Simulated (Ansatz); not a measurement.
Crystals of one structure type (zinc blende) and one family of elements, relaxed and computed with DFT-r²SCAN in the program Ansatz with PAW potentials.

```csv
crystal,V (Å³/atom),K_Hill (GPa)
ZnS,19.56,78.6
ZnSe,22.73,65.3
CdS,25.38,60.5
CdSe,28.84,?
CdTe,35.25,40.3
```

Q: Fit a straight line to ln K against ln V and predict the withheld value.

A: Least squares on the 4 shown rows: ln K = -1.12 × ln V + (7.696), with a scatter of 2 %. For CdSe this gives 50.9. The run itself gave 51.6, within the scatter.

All cells were relaxed under the symmetry of their starts (and spin orders); stability against distortions was not tested throughout. Spin–orbit coupling is left out wherever it is not named.

Potentials: the later of the program's two PAW sets.
